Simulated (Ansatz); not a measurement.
## Hf2AlAgCl6 single point

Input file of Ansatz 0.2.0:

```yaml
crystal:
  lattice:
    - [0.0, 4.815705, 4.815705]
    - [4.815705, 0.0, 4.815705]
    - [4.815705, 4.815705, 0.0]
  atoms:
    - { symbol: Hf, position: [0.25, 0.25, 0.25] }
    - { symbol: Hf, position: [0.75, 0.75, 0.75] }
    - { symbol: Al, position: [0.0, 0.0, 0.0] }
    - { symbol: Ag, position: [0.5, 0.5, 0.5] }
    - { symbol: Cl, position: [0.76021, 0.23979, 0.23979] }
    - { symbol: Cl, position: [0.23979, 0.76021, 0.23979] }
    - { symbol: Cl, position: [0.23979, 0.76021, 0.76021] }
    - { symbol: Cl, position: [0.76021, 0.23979, 0.76021] }
    - { symbol: Cl, position: [0.23979, 0.23979, 0.76021] }
    - { symbol: Cl, position: [0.76021, 0.76021, 0.23979] }
  symmetry: { tolerance: 0.0003 }
kpoints:
  mp_grid: { grid: [6, 6, 6], shift: [0, 0, 0] }
  band_path:
    path:
      - [0.0, 0.0, 0.0]
      - [0.5, 0.0, 0.5]
      - [0.625, 0.25, 0.625]
      - [0.375, 0.375, 0.75]
      - [0.0, 0.0, 0.0]
      - [0.5, 0.5, 0.5]
      - [0.5, 0.25, 0.75]
      - [0.5, 0.0, 0.5]
    npoints: 8
magnetization:
  spin_polarized: false
scf:
  occupations: { method: fermi_dirac }
  lower_state_search: "off"
  max_iter: 200
hamiltonian:
  pseudopotentials: { kind: paw }
  xc: pbe
basis:
  ecutwfc: 420
  fft_grid_basis: typed
output:
  forces: true
  stress: true
  eigenvalues: true
  bader: true
  populations: true
  elf: true
  write_potential: true
  volumetric_format: npy
  dos:
    e_range: [-12, 8]
    de: 0.05
    projected: { site_lists: { Ag: [Ag], Al: [Al], Cl: [Cl], Hf: [Hf] } }
checkpoint:
  read: saved_state
```

The saved state is an earlier solution for the same cell, perhaps on another mesh. 

Excerpt of what it printed:

```
Pseudopotentials: kind: paw
Pseudopotential: Hf, paw, valence charge 26, recommended cutoff 420 eV (normal), Hf.paw.azcp
Pseudopotential: Al, paw, valence charge 3, recommended cutoff 420 eV (normal), Al.paw.azcp
Pseudopotential: Ag, paw, valence charge 19, recommended cutoff 420 eV (normal), Ag.paw.azcp
Pseudopotential: Cl, paw, valence charge 7, recommended cutoff 420 eV (normal), Cl.paw.azcp
Functional definition: PBE
  exchange = pbe_x(kappa = kappa, mu = beta*pi^2/3)
  correlation = pbe_c(beta = beta)
Crystal: 10 atoms, lattice volume = 223.362 Å³
Basis set: ecut = 420 eV, 4381 PW (Γ), exchange–correlation on 96×96×96 points (8 copies of the dense FFT grid, shifted against one another)
Bands: 70, of which v1, the nominal top of the filled ones, is band 58 counted from 1 (57 counted from 0)
Symmetry: 48 space group operations
Space group: Fm-3m (ITA 225), of the structure as read, at distance tolerance 1.8e-3 Å
k-points: 16 of 216
Initial density: read from a saved state, or passed on in memory by an earlier SCF of this step, an earlier step, the calling program or the single point that the run made first
Functional: x = pbe(κ = 0.804, μ = 0.2195), c = pbe(β = 0.0667)
SCF iter   1: F=—  Δρ=1.77e-3  dr2=1.58e-2
SCF iter   2: F=—  Δρ=1.13e-3  dr2=7.88e-3
SCF iter   3: F=—  Δρ=3.53e-4  dr2=6.56e-4
SCF iter   4: F=—  Δρ=1.53e-4  dr2=8.01e-5
SCF iter   5: F=—  Δρ=6.45e-5  dr2=8.15e-6
SCF iter   6: F=—  Δρ=2.82e-5  dr2=1.56e-6
SCF iter   7: F=—  Δρ=6.05e-6  dr2=1.51e-7
SCF iter   8: F=-46047.4156 eV  Δρ=2.10e-6  dr2=1.84e-8
Free energy (F): -46047.4156 eV
Harris-Foulkes:  -46047.4156 eV  (|F-HF|=1.10e-8)
Internal energy: -46047.0092 eV  (E = F + TS)
E sigma→0 (E₀):  -46047.2124 eV
Entropy (-TS):   -0.4064 eV (-40.638 meV/atom)
Fermi energy:    10.2185 eV
--- Forces (eV/Å), atoms counted from 1 ---
  atom   1  Hf     0.0000     0.0000     0.0000
  atom   2  Hf     0.0000     0.0000     0.0000
  atom   3  Al     0.0000     0.0000     0.0000
  atom   4  Ag     0.0000     0.0000     0.0000
  atom   5  Cl    -0.4269     0.0000     0.0000
  atom   6  Cl     0.0000    -0.4269     0.0000
  atom   7  Cl     0.4269     0.0000     0.0000
  atom   8  Cl     0.0000     0.4269     0.0000
  atom   9  Cl     0.0000     0.0000    -0.4269
  atom  10  Cl     0.0000     0.0000     0.4269
--- Stress (GPa, compression-positive) ---
        3.2916       0.0000       0.0000
        0.0000       3.2916       0.0000
        0.0000       0.0000       3.2916
  P = ⅓ Tr σ = 3.2916 GPa (32.916 kbar)
--- Löwdin populations: 10 sites ---
  site symbol       q [e]
     0     Hf     25.5378
     1     Hf     25.5378
     2     Al      2.3391
     3     Ag     18.3649
     4     Cl      7.2740
     5     Cl      7.2740
     6     Cl      7.2740
     7     Cl      7.2740
     8     Cl      7.2740
     9     Cl      7.2740
  spilling = 0.0050 (of n_electrons = 116.0000)
--- Bader charges: 10 sites ---
  site symbol  charge [e]  shift [e]
     0     Hf      1.0943     0.0000
     1     Hf      1.0943     0.0000
     2     Al      2.3466     0.0007
     3     Ag      0.6019     0.0039
     4     Cl     -0.8562     0.0008
     5     Cl     -0.8562     0.0008
     6     Cl     -0.8562     0.0008
     7     Cl     -0.8562     0.0008
     8     Cl     -0.8562     0.0008
     9     Cl     -0.8562     0.0008
```

Origin: a known structure type with other elements, at an estimated volume, so it need not be a known compound. Caveats: many states at the Fermi level without spin polarisation, so a magnetic state may lie lower.
